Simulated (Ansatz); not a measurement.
LiMg: strain energy, fitted

LiMg, Pm-3m, a = 3.431 Å. The structure is a Materials Project entry; whether it is the stable form wasn't checked. Ansatz: r2SCAN, PAW, 500 eV, Γ-centred 12×12×12 mesh on 2 atoms, Gaussian smearing 0.10 eV; no spin polarisation. Series: strain along c alone, the other axes held, atoms fixed by symmetry; x is the strain in per cent. y is the free energy over the unstrained cell, V0 = 20.198 Å³/atom.

| x (%) | y (meV/atom) |
| --- | --- |
| -6.0 | ? |
| -4.0 | 3.94 |
| -2.0 | 1.01 |
| 0.0 | 0.00 |
| 2.0 | 0.96 |
| 4.0 | 3.39 |
| 6.0 | 6.97 |

Problem. Fit y = c2 x² + c3 x³ to the other rows, turn c2 into a modulus, and predict the missing energy.

Solution. Least squares on the rows shown. y = 0.2272 x² − 0.005401 x³. In eV per unit strain² c2 is 2.272; this is C33 with relaxed ions (E = ½ C33 V0 ε²): 2 × 2.272 × 160.2 / (20.198) = 36 GPa. With a term in x⁴ added, the coefficient of x² becomes 0.2393, 5 % more, which shows how far this figure hangs on the form. At x = -6.0 the fit asked for gives 9.35 meV/atom. The run gave 8.95 meV/atom, so the fit is 0.40 meV/atom too high, 4.5 % of the span of the series, against an rms of 0.07 meV/atom on the fitted rows. The row lies outside the fitted range. With a term in x⁴ added, a fit to the same known rows predicts 8.76 meV/atom, a smaller miss on the other side.